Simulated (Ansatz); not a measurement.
K2S (anti-fluorite, Fm-3m), plane-wave PAW PBEsol (Ansatz code). The conduction-band minimum lies at Γ, with 1 equivalent valley. Second derivatives d²E/dk² of the lowest band at one valley (eV·Å²), along Cartesian directions:

```
direction  d²E/dk²
---------  -------
[100]        21.59
[010]        21.59
[001]        21.59
[110]        21.59
[101]        21.59
[011]        21.59
```

Problem. Find the principal effective masses, the density-of-states mass and the conductivity mass.

Solution. Off-diagonal terms follow from H_xy = H[110] − (H_xx + H_yy)/2, and m*/mₑ = 7.620 eV·Å² over each eigenvalue: 0.35, 0.35, 0.35. One valley's DOS mass (m₁m₂m₃)^(1/3) = 0.35, conductivity mass 3/(Σ 1/mᵢ) = 0.35 mₑ.

Problem. What effective density of states Nc follows at 300 K for parabolic valleys?

Solution. Nc = 2.509e19 × 1 × (0.35)^(3/2) ≈ 5.2e18 cm⁻³.

The cell was relaxed with PBEsol under the symmetry of its start.

Potentials: the later of the program's two PAW sets.

Edges and masses are those of Kohn–Sham bands, whose gap is no quasiparticle gap.
